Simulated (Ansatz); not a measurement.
RbLiZnS2 in space group I-4m2 (No. 119; Rb on 2a, Li on 2d, Zn on 2c, S on 4e), PBE (plane waves, PAW; program Ansatz), all energies at zero smearing, with the estimated change up to a 700 eV cutoff added, with one set of potentials and settings (totals compare only within such a set). Cell of 5 atoms (1 Rb, 1 Li, 1 Zn, 2 S): -8600.908 eV.

```json
[
 {"element": "Rb", "reference phase": "Cmcm, 2 atoms in the cell", "E (eV/atom)": "-3267.3525"},
 {"element": "Li", "reference phase": "Fm-3m, 1 atoms in the cell", "E (eV/atom)": "-204.6902"},
 {"element": "Zn", "reference phase": "C2/m, 3 atoms in the cell", "E (eV/atom)": "-3319.0295"},
 {"element": "S", "reference phase": "Fddd, 32 atoms in the cell", "E (eV/atom)": "-902.0599"}
]
```

Formation energy per atom, worked out: (-8600.908 − 1×(-3267.3525) − 1×(-204.6902) − 1×(-3319.0295) − 2×(-902.0599))/5 = -1.143 eV/atom (-110 kJ per mol of atoms), at 0 K, without zero-point energy or fitted corrections.

The workflow started from a Materials Project entry (that database holds measured and hypothetical structures alike); the Crystallography Open Database copy checked does not list it. With Li and Zn taken as one species the cell has the higher symmetry I4/mmm, so it may be an ordered model of a mixed-site phase. Whether it is the stable phase at ambient conditions was not checked. The PBE relaxation kept the symmetry of its start; whether a distortion lowers the energy is not shown. The references are the lowest solids computed at this level, not always the standard phases.

Potentials: the later of the program's two PAW sets.
